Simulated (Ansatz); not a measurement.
HfO₂:
```
HfO2
1.0
    5.24666     0.00000     0.00000
    0.00000     5.03056     0.00000
    0.00000     0.00000     5.05945
Hf O
4 8
Direct
  0.03250   0.26703   0.24108
  0.96750   0.73297   0.74108
  0.46750   0.26703   0.74108
  0.53250   0.73297   0.24108
  0.36705   0.07001   0.38076
  0.63295   0.92999   0.88076
  0.13295   0.07001   0.88076
  0.86705   0.92999   0.38076
  0.73216   0.46112   0.49116
  0.26784   0.53888   0.99116
  0.76784   0.46112   0.99116
  0.23216   0.53888   0.49116
```

Cartesian axes are those of the cell as given.

Give the high-frequency dielectric tensor and the Born effective charge tensors of the independent atoms from DFPT, the program Ansatz at the r²SCAN level (PAW).


ε∞:
```
4.62  0.00  0.00
0.00  4.84  0.00
0.00  0.00  4.64
```
Z* of atom 1 (Hf), rows: field, columns: displacement, in e:
```
 5.14  -0.01  -0.04
-0.33   5.46  -0.15
 0.04  -0.22   5.02
```
Z* of atom 5 (O), rows: field, columns: displacement, in e:
```
-2.47   0.93  -0.29
 0.74  -2.94  -0.70
-0.31  -0.65  -2.50
```
Z* of atom 9 (O), rows: field, columns: displacement, in e:
```
-2.67  -0.16   0.24
-0.11  -2.52   0.22
 0.26   0.17  -2.53
```

Static charges for comparison (Bader): Hf1 +2.74, O5 -1.36, O9 -1.38 e. Born charges measure polarisation by displacement and can exceed these by far.

Space group Pca2_1. The cell was relaxed with r²SCAN under the symmetry of its start. The run is not spin-polarised. Scalar-relativistic: spin–orbit coupling is off unless named, which matters more the heavier the elements.

Potentials: the later of the program's two PAW sets.
